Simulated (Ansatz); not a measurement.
**AlAs (zinc blende), energy against volume**

AlAs (zinc blende), conventional cell a = 5.728 Å, b = 5.728 Å, c = 5.728 Å, α = 90.00°, β = 90.00°, γ = 90.00°. The calculation uses the primitive cell of 2 atoms, to which meshes and values per cell refer.

The volume is varied about the relaxed value V₀ at fixed cell shape. Symmetry pins the atoms to their sites.

Computed with PBE (plane waves to 420 eV, PAW, scalar-relativistic; Ansatz, a program for electronic structure). k mesh 10×10×10 (Γ-centred), Fermi-Dirac smearing 0.05 eV. Energies are smeared free energies. Stress and pressure are positive under compression. AlAs was relaxed with its symmetry unable to fall. The PAW data are Ansatz's earlier set. ΔE is measured from the relaxed starting cell.

```json
[
 {"V (Å³/atom)": "19.734", "ΔE (eV/atom)": "0.1709", "P (GPa)": "16.9"},
 {"V (Å³/atom)": "20.361", "ΔE (eV/atom)": "0.1125", "P (GPa)": "13.0"},
 {"V (Å³/atom)": "20.987", "ΔE (eV/atom)": "0.0683", "P (GPa)": "9.6"},
 {"V (Å³/atom)": "21.614", "ΔE (eV/atom)": "0.0365", "P (GPa)": "6.7"},
 {"V (Å³/atom)": "22.240", "ΔE (eV/atom)": "0.0154", "P (GPa)": "4.1"},
 {"V (Å³/atom)": "22.867", "ΔE (eV/atom)": "0.0037", "P (GPa)": "1.9"},
 {"V (Å³/atom)": "23.493", "ΔE (eV/atom)": "0.0000", "P (GPa)": "0.0"},
 {"V (Å³/atom)": "24.120", "ΔE (eV/atom)": "0.0033", "P (GPa)": "-1.7"},
 {"V (Å³/atom)": "24.746", "ΔE (eV/atom)": "0.0127", "P (GPa)": "-3.1"},
 {"V (Å³/atom)": "25.373", "ΔE (eV/atom)": "0.0274", "P (GPa)": "-4.4"},
 {"V (Å³/atom)": "25.999", "ΔE (eV/atom)": "0.0467", "P (GPa)": "-5.4"},
 {"V (Å³/atom)": "26.626", "ΔE (eV/atom)": "0.0698", "P (GPa)": "-6.4"},
 {"V (Å³/atom)": "27.252", "ΔE (eV/atom)": "0.0964", "P (GPa)": "-7.2"}
]
```

What the scan shows:

The pressure at the smallest volume is 16.9 GPa and the energy cost of the largest compression is 170.9 meV/atom. The energy cost of the largest expansion is 96.4 meV/atom and the bulk modulus B₀ (third-order Birch-Murnaghan fit) is 66.9 GPa. The pressure derivative B₀′ (fit) is 4.3 and the equilibrium volume of the fit is 23.50 Å³/atom. The pressure for 5 % compression (fit) is 3.8 GPa.

The 13 points together took very roughly 50 core-seconds.

(A scan under strain: stresses follow from slopes of the energy per volume, elastic moduli from its curvatures.)
